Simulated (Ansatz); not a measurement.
K2RbLaV2O8:
```yaml
crystal:
  lattice:
    - [6.09238, 0.00000, 0.00000]
    - [-3.04619, 5.27616, 0.00000]
    - [0.00000, 0.00000, 7.77098]
  atoms:
    - { symbol: K, position: [0.33333, 0.66667, 0.69293] }
    - { symbol: K, position: [0.66667, 0.33333, 0.30707] }
    - { symbol: Rb, position: [0.00000, 0.00000, 0.00000] }
    - { symbol: La, position: [0.00000, 0.00000, 0.50000] }
    - { symbol: V, position: [0.33333, 0.66667, 0.23484] }
    - { symbol: V, position: [0.66667, 0.33333, 0.76516] }
    - { symbol: O, position: [0.33333, 0.66667, 0.02260] }
    - { symbol: O, position: [0.66667, 0.33333, 0.97740] }
    - { symbol: O, position: [0.17957, 0.82043, 0.31379] }
    - { symbol: O, position: [0.82043, 0.17957, 0.68621] }
    - { symbol: O, position: [0.17957, 0.35915, 0.31379] }
    - { symbol: O, position: [0.82043, 0.64085, 0.68621] }
    - { symbol: O, position: [0.64085, 0.82043, 0.31379] }
    - { symbol: O, position: [0.35915, 0.17957, 0.68621] }
```

DFT-r²SCAN in the program Ansatz with PAW potentials gives a gap of 3.91 eV without spin–orbit coupling, maximum at M, minimum at Γ.

What happens when spin–orbit coupling is switched on?

The gap drops by 0.02 eV, to 3.89 eV; maximum at M, minimum at Γ.

Give the electron effective mass with spin–orbit coupling.

1.2, 1.2, 2.6 mₑ (principal values).

Give the hole effective mass with spin–orbit coupling.

2.0, 2.4, 26 mₑ (principal values).

Space group P-3m1. The first step of the workflow began from a Materials Project structure, measured or hypothetical; the Crystallography Open Database copy checked does not list it. Its standing as an ambient phase is unchecked. The r²SCAN relaxation kept the symmetry of its start; whether a distortion lowers the energy is not shown. The run is not spin-polarised. No Hubbard U is applied.

Potentials: the later of the program's two PAW sets.
